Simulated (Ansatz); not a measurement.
C3N4:
```
C3N4
1.0
    2.37421     1.37075     3.14894
   -2.37421     1.37075     3.14894
    0.00000    -2.74150     3.14894
C N
3 4
Direct
  0.48998   0.48998   0.01961
  0.01961   0.48998   0.48998
  0.48998   0.01961   0.48998
  0.65988   0.17002   0.17002
  0.17002   0.65988   0.17002
  0.17002   0.17002   0.65988
  0.66553   0.66553   0.66553
```

Relaxed with r²SCAN+D4. r²SCAN+D4 (plane waves, PAW; program Ansatz) gives a gap of 1.66 eV.

Task: What gap does HSE06 give on the same cell (Ansatz, PAW)?

Result: 2.82 eV, 1.16 eV more. The hybrid was solved on a coarser mesh and at special points; the gap given is the minimum over both.

```csv
k,v1 r²SCAN+D4,c1 r²SCAN+D4,v1 HSE06,c1 HSE06
Γ,0.00,1.66,0.00,2.82
T,-0.04,2.30,___,___
L,-0.50,3.15,___,___
F,-0.51,2.54,-0.53,3.76
S0,-0.96,2.43,___,___
H0,-0.67,2.54,___,___
```

Task: Top valence (v1) and lowest conduction level (c1) in eV from each method's valence maximum (which need not be a listed point): supply the withheld HSE06 values.

Result: 
- L, v1 HSE06: -0.51
- L, c1 HSE06: 4.42
- T, v1 HSE06: -0.05
- T, c1 HSE06: 3.50
- H0, v1 HSE06: -0.69
- H0, c1 HSE06: 3.76
- S0, v1 HSE06: -0.99
- S0, c1 HSE06: 3.64

Cost on shared cores: the r²SCAN+D4 run (SCF on a 7×7×7 mesh, then bands and DOS) roughly 50 core-seconds, the HSE06 run (SCF on 4×4×4, then a few points) around 50 core-seconds (rough); the tasks are unlike.

Space group R3m. The first step of the workflow began from a Materials Project structure, measured or hypothetical; the Crystallography Open Database copy checked does not list it. COD files the formula under space group No. 227. Whether it is the stable phase at ambient conditions was not checked. Symmetry was held in the r²SCAN+D4 relaxation. At this level the phase is dynamically unstable (imaginary phonons). Its formation energy is positive at this level, so the cell may be metastable or incomplete.

Potentials: the earlier of the program's two PAW sets. The files were generated under PBE; for other functionals the program regenerates the frozen cores, and for LDA and PBEsol the local potential too.
